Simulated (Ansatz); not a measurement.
A: TiTe2 (CdI2 type), a = b = 3.784 Å, c = 6.602 Å, α = β = 90.00°, γ = 120.00°
B: PtS₂ (CdI2 type), a = b = 3.5523 Å, c = 5.1272 Å, α = β = 90.00°, γ = 120.00°
C: SnO (litharge type, space group P4/nmm), a = 3.793 Å, b = 3.793 Å, c = 4.764 Å, α = 90.00°, β = 90.00°, γ = 90.00°

Scan: energy against volume (even scaling of the relaxed cell, symmetry kept). One method and one kind of scan serve all of them; meshes and ranges differ. All were relaxed with their symmetry unable to fall. At this level the bands of SnO touch or barely overlap; measurements give the solid a gap. PtS2 is run without spin polarisation. Spin-orbit coupling is left out. TiTe2 is run without spin polarisation.

Task: Order them by bulk modulus at fixed cell shape (fitted) (lowest first) at the level r2SCAN+rVV10 (plane waves to 500 eV, PAW, scalar-relativistic; Ansatz, a quantum-chemistry and plane-wave program).

Result: A (34.1 GPa), C (54.1 GPa), B (76.2 GPa)

(Under strain, the slope of the energy per volume gives the stress and its curvature an elastic modulus.)
